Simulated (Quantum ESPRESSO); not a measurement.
# Re2MoCu2RuTa2: one run as intended and one with a planted mistake

Computed values, not a measurement. The program is pw.x of Quantum ESPRESSO 7.5 (plane-wave density functional theory). The cell is made up: eight metal atoms on a hexagonal close-packed lattice, with elements, volume, strain and displacements drawn at random and not relaxed, so it may be unstable or far from any real phase. PseudoDojo standard norm-conserving files set the functional (PBE unless stated); there is no spin polarisation or spin-orbit coupling, the Fermi-Dirac width of 0.25 eV means electrons at about 2900 K, and the masses in the input are unused placeholders. The copper pseudopotential is less sure than most, with forces differing by about three percent and pressure by about two GPa from a second method on plain copper. Heavy elements are run without spin-orbit coupling, which real alloys of them have. A spin test at this wide smearing found no moment, but such smearing suppresses magnetism that the real alloy may have.

Intended input:

```
&control calculation='scf', pseudo_dir='./dojo.nc.sr.pbe.v0_5.standard.upf', outdir='./o', disk_io='minimal', tprnfor=.true., tstress=.true. /
&system ibrav=0, nat=8, ntyp=5, nbnd=78, ecutwfc=92.02030273, nosym=.true., tot_charge=0,
 occupations='smearing', smearing='fd', degauss=0.0183746611
/
&electrons conv_thr=1.470e-08, electron_maxstep=70, mixing_beta=0.5 /
ATOMIC_SPECIES
Cu 1.0 Cu.upf
Mo 1.0 Mo.upf
Re 1.0 Re.upf
Ru 1.0 Ru.upf
Ta 1.0 Ta.upf
CELL_PARAMETERS angstrom
-2.8751 0.0 0.0
0.0 0.0 -4.5072
0.0 -9.9598 0.0
ATOMIC_POSITIONS angstrom
Re 0.0422 -0.1319 -0.1091
Mo 0.0351 -5.0359 -0.0278
Cu 0.054 -3.2969 -2.1215
Ru -0.0489 -8.1715 -2.2728
Cu -1.4308 -2.5314 -0.0199
Re -1.4571 -7.4591 0.0225
Ta -1.4277 -0.6136 -2.2891
Ta -1.4021 -5.8297 -2.3503
K_POINTS automatic
8 5 3 1 1 1
```

The log is shortened where brackets say so; the opening notice, blank lines, dates and the lines on written files are dropped, and the path of the files is cut. It prints rydbergs, bohrs and kilobars, and counts compression as positive stress. Its total energy is the free energy E - TS of the whole cell.

Log of the intended run:

```
     Program PWSCF v.7.5
     Parallel version (MPI & OpenMP), running on       4 processor cores
     Number of MPI processes:                 4
     Threads/MPI process:                     1
     [start-up lines left out]
     bravais-lattice index     =            0
     lattice parameter (alat)  =       5.4332  a.u.
     unit-cell volume          =     870.9776 (a.u.)^3
     number of atoms/cell      =            8
     number of atomic types    =            5
     number of electrons       =       124.00
     number of Kohn-Sham states=           78
     kinetic-energy cutoff     =      92.0203  Ry
     charge density cutoff     =     368.0812  Ry
     scf convergence threshold =      1.5E-08
     mixing beta               =       0.5000
     number of iterations used =            8  plain     mixing
     Exchange-correlation= PBE
                           (   1   4   3   4   0   0   0)
     [axes and pseudopotential details left out]
   Cartesian axes
     site n.     atom                  positions (alat units)
         1        Re     tau(   1) = (   0.0146778  -0.0458767  -0.0379465  )
         2        Mo     tau(   2) = (   0.0122083  -1.7515565  -0.0096692  )
         3        Cu     tau(   3) = (   0.0187820  -1.1467079  -0.7378874  )
         4        Ru     tau(   4) = (  -0.0170081  -2.8421620  -0.7905116  )
         5        Cu     tau(   5) = (  -0.4976523  -0.8804563  -0.0069215  )
         6        Re     tau(   6) = (  -0.5067998  -2.5943793   0.0078258  )
         7        Ta     tau(   7) = (  -0.4965740  -0.2134187  -0.7961810  )
         8        Ta     tau(   8) = (  -0.4876700  -2.0276512  -0.8174672  )
     number of k points=    60  Fermi-Dirac smearing, width (Ry)=  0.0184
                       cart. coord. in units 2pi/alat
        k(    1) = (  -0.0625000  -0.0481117  -0.0637890), wk =   0.0333333
        k(    2) = (  -0.0625000   0.1443352  -0.0637890), wk =   0.0333333
     [further k points left out]
     Dense  grid:   103799 G-vectors     FFT dimensions: (  36,  54, 120)
     Estimated max dynamical RAM per process >     440.34 MB
     Estimated total dynamical RAM >       1.65 GB
     Initial potential from superposition of free atoms
     starting charge     123.9947, renormalised to     124.0000
     Starting wfcs are   80 randomized atomic wfcs
     total cpu time spent up to now is        5.2 secs
     per-process dynamical memory:   349.3 Mb
     Self-consistent Calculation
     iteration #  1     ecut=    92.02 Ry     beta= 0.50
     Davidson diagonalization with overlap
     ethr =  1.00E-02,  avg # of iterations =  4.0
     total cpu time spent up to now is       17.9 secs
     total energy              =   -1685.64103142 Ry
     estimated scf accuracy    <      32.90283327 Ry
     iteration #  2     ecut=    92.02 Ry     beta= 0.50
     Davidson diagonalization with overlap
     ethr =  1.00E-02,  avg # of iterations =  5.5
     total cpu time spent up to now is       35.4 secs
     total energy              =   -1673.84674561 Ry
     estimated scf accuracy    <     694.82514895 Ry
     [iterations 3 to 20 left out]
     iteration # 21     ecut=    92.02 Ry     beta= 0.50
     Davidson diagonalization with overlap
     ethr =  3.79E-10,  avg # of iterations =  2.0
     total cpu time spent up to now is      228.9 secs
     total energy              =   -1708.65665044 Ry
     estimated scf accuracy    <       0.00000065 Ry
     iteration # 22     ecut=    92.02 Ry     beta= 0.50
     Davidson diagonalization with overlap
     ethr =  3.79E-10,  avg # of iterations =  1.0
     total cpu time spent up to now is      237.6 secs
     End of self-consistent calculation
     [lines on levels left out]
!    total energy              =   -1708.65665049 Ry
     estimated scf accuracy    <          9.7E-09 Ry
     smearing contrib. (-TS)   =      -0.11264325 Ry
     internal energy E=F+TS    =   -1708.54400724 Ry
     The total energy is F=E-TS. E is the sum of the following terms:
     one-electron contribution =    -671.90967996 Ry
     hartree contribution      =     404.27859740 Ry
     xc contribution           =    -276.10449691 Ry
     ewald contribution        =   -1164.80842777 Ry
     convergence has been achieved in  22 iterations
     Forces acting on atoms (cartesian axes, Ry/au):
     atom    1 type  3   force =    -0.01208676    0.02405161    0.02941852
     atom    2 type  2   force =    -0.00061403    0.00581924   -0.00984991
     atom    3 type  1   force =    -0.00194819    0.01260787   -0.01737658
     atom    4 type  4   force =     0.01212840   -0.02853207    0.00261709
     atom    5 type  1   force =     0.00242042    0.00357533    0.00688233
     atom    6 type  3   force =    -0.00242104   -0.03939353   -0.01831494
     atom    7 type  5   force =     0.00606254   -0.00764379   -0.02141631
     atom    8 type  5   force =    -0.00354134    0.02951535    0.02803979
     Total force =     0.085656     Total SCF correction =     0.000535
     Computing stress (Cartesian axis) and pressure
          total   stress  (Ry/bohr**3)                   (kbar)     P=      -68.53
  -0.00030346   0.00000041   0.00001417          -44.64        0.06        2.09
   0.00000041  -0.00080343  -0.00002058            0.06     -118.19       -3.03
   0.00001417  -0.00002058  -0.00029066            2.09       -3.03      -42.76
     init_run     :      4.93s CPU      5.09s WALL (       1 calls)
     electrons    :    227.77s CPU    232.44s WALL (       1 calls)
     forces       :      2.07s CPU      2.09s WALL (       1 calls)
     stress       :      7.16s CPU      7.29s WALL (       1 calls)
     [timing details left out]
     PWSCF        :   4m 2.07s CPU   4m 7.09s WALL
     JOB DONE.
```

A second run has one planted mistake: the cell and the positions are scaled by a wrong factor. The input lines that differ:

```
- -2.8751 0.0 0.0
- 0.0 0.0 -4.5072
- 0.0 -9.9598 0.0
+ -2.844 0.0 0.0
+ 0.0 0.0 -4.4585
+ 0.0 -9.8522 0.0
- Re 0.0422 -0.1319 -0.1091
- Mo 0.0351 -5.0359 -0.0278
- Cu 0.054 -3.2969 -2.1215
- Ru -0.0489 -8.1715 -2.2728
- Cu -1.4308 -2.5314 -0.0199
- Re -1.4571 -7.4591 0.0225
- Ta -1.4277 -0.6136 -2.2891
- Ta -1.4021 -5.8297 -2.3503
+ Re 0.0417 -0.1305 -0.1079
+ Mo 0.0347 -4.9815 -0.0275
+ Cu 0.0534 -3.2613 -2.0986
+ Ru -0.0484 -8.0832 -2.2483
+ Cu -1.4153 -2.5041 -0.0197
+ Re -1.4414 -7.3785 0.0223
+ Ta -1.4123 -0.607 -2.2644
+ Ta -1.387 -5.7667 -2.3249
```

Its log:

```
     Program PWSCF v.7.5
     Parallel version (MPI & OpenMP), running on       4 processor cores
     Number of MPI processes:                 4
     Threads/MPI process:                     1
     [start-up lines left out]
     bravais-lattice index     =            0
     lattice parameter (alat)  =       5.3744  a.u.
     unit-cell volume          =     843.0400 (a.u.)^3
     number of atoms/cell      =            8
     number of atomic types    =            5
     number of electrons       =       124.00
     number of Kohn-Sham states=           78
     kinetic-energy cutoff     =      92.0203  Ry
     charge density cutoff     =     368.0812  Ry
     scf convergence threshold =      1.5E-08
     mixing beta               =       0.5000
     number of iterations used =            8  plain     mixing
     Exchange-correlation= PBE
                           (   1   4   3   4   0   0   0)
     [axes and pseudopotential details left out]
   Cartesian axes
     site n.     atom                  positions (alat units)
         1        Re     tau(   1) = (   0.0146624  -0.0458861  -0.0379395  )
         2        Mo     tau(   2) = (   0.0122011  -1.7515823  -0.0096695  )
         3        Cu     tau(   3) = (   0.0187764  -1.1467300  -0.7379044  )
         4        Ru     tau(   4) = (  -0.0170183  -2.8421941  -0.7905415  )
         5        Cu     tau(   5) = (  -0.4976442  -0.8804852  -0.0069269  )
         6        Re     tau(   6) = (  -0.5068214  -2.5944093   0.0078411  )
         7        Ta     tau(   7) = (  -0.4965893  -0.2134318  -0.7962025  )
         8        Ta     tau(   8) = (  -0.4876934  -2.0276723  -0.8174754  )
     number of k points=    60  Fermi-Dirac smearing, width (Ry)=  0.0184
                       cart. coord. in units 2pi/alat
        k(    1) = (  -0.0625000  -0.0481111  -0.0637883), wk =   0.0333333
        k(    2) = (  -0.0625000   0.1443332  -0.0637883), wk =   0.0333333
     [further k points left out]
     Dense  grid:   100687 G-vectors     FFT dimensions: (  36,  54, 120)
     Estimated max dynamical RAM per process >     427.50 MB
     Estimated total dynamical RAM >       1.60 GB
     Initial potential from superposition of free atoms
     starting charge     123.9947, renormalised to     124.0000
     Starting wfcs are   80 randomized atomic wfcs
     total cpu time spent up to now is        5.1 secs
     per-process dynamical memory:   339.5 Mb
     Self-consistent Calculation
     iteration #  1     ecut=    92.02 Ry     beta= 0.50
     Davidson diagonalization with overlap
     ethr =  1.00E-02,  avg # of iterations =  4.0
     total cpu time spent up to now is       17.6 secs
     total energy              =   -1685.23434478 Ry
     estimated scf accuracy    <      33.51814660 Ry
     iteration #  2     ecut=    92.02 Ry     beta= 0.50
     Davidson diagonalization with overlap
     ethr =  1.00E-02,  avg # of iterations =  5.5
     total cpu time spent up to now is       34.9 secs
     total energy              =   -1672.96684346 Ry
     estimated scf accuracy    <     702.29036839 Ry
     [iterations 3 to 20 left out]
     iteration # 21     ecut=    92.02 Ry     beta= 0.50
     Davidson diagonalization with overlap
     ethr =  4.66E-10,  avg # of iterations =  2.0
     total cpu time spent up to now is      225.2 secs
     total energy              =   -1708.66347814 Ry
     estimated scf accuracy    <       0.00000045 Ry
     iteration # 22     ecut=    92.02 Ry     beta= 0.50
     Davidson diagonalization with overlap
     ethr =  3.65E-10,  avg # of iterations =  1.0
     total cpu time spent up to now is      233.8 secs
     End of self-consistent calculation
     [lines on levels left out]
!    total energy              =   -1708.66347817 Ry
     estimated scf accuracy    <       0.00000001 Ry
     smearing contrib. (-TS)   =      -0.10842093 Ry
     internal energy E=F+TS    =   -1708.55505723 Ry
     The total energy is F=E-TS. E is the sum of the following terms:
     one-electron contribution =    -652.66629995 Ry
     hartree contribution      =     398.02029326 Ry
     xc contribution           =    -276.37474334 Ry
     ewald contribution        =   -1177.53430720 Ry
     convergence has been achieved in  22 iterations
     Forces acting on atoms (cartesian axes, Ry/au):
     atom    1 type  3   force =    -0.01346008    0.02352259    0.03503152
     atom    2 type  2   force =    -0.00127043    0.01563602   -0.01137959
     atom    3 type  1   force =    -0.00245868    0.01592379   -0.02087921
     atom    4 type  4   force =     0.01396175   -0.03308615    0.00394446
     atom    5 type  1   force =     0.00310171    0.00178804    0.00906739
     atom    6 type  3   force =    -0.00247414   -0.04552465   -0.02255267
     atom    7 type  5   force =     0.00659699   -0.01826577   -0.02621090
     atom    8 type  5   force =    -0.00399711    0.04000613    0.03297902
     Total force =     0.103868     Total SCF correction =     0.000491
     Computing stress (Cartesian axis) and pressure
          total   stress  (Ry/bohr**3)                   (kbar)     P=       -1.82
   0.00017777  -0.00000272   0.00001546           26.15       -0.40        2.27
  -0.00000272  -0.00041428  -0.00002210           -0.40      -60.94       -3.25
   0.00001546  -0.00002210   0.00019944            2.27       -3.25       29.34
     init_run     :      4.88s CPU      5.04s WALL (       1 calls)
     electrons    :    223.91s CPU    228.62s WALL (       1 calls)
     forces       :      2.01s CPU      2.02s WALL (       1 calls)
     stress       :      6.92s CPU      7.05s WALL (       1 calls)
     [timing details left out]
     PWSCF        :   3m57.82s CPU   4m 2.89s WALL
     JOB DONE.
```

|  | intended run | run with the mistake |
| --- | --- | --- |
| free energy (eV) | -23247.458 | -23247.551 |
| entropy term -TS, part of it (eV) | -1.533 | -1.475 |
| pressure (GPa) | -6.85 | -0.18 |
| size of the largest force component (eV/Å) | 1.013 | 1.170 |
| largest change of a force component (eV/Å) |  | 0.273 |
| iterations | 22 | 22 |

For scale, a rerun of the intended cell at a higher cutoff and on a denser mesh moved values by no more than 0.003 eV in energy, 0.07 GPa in stress and 0.013 eV/Å in force, and a second program with other atomic files agreed on that cell to 2 % rms in force and 0.5 GPa in pressure.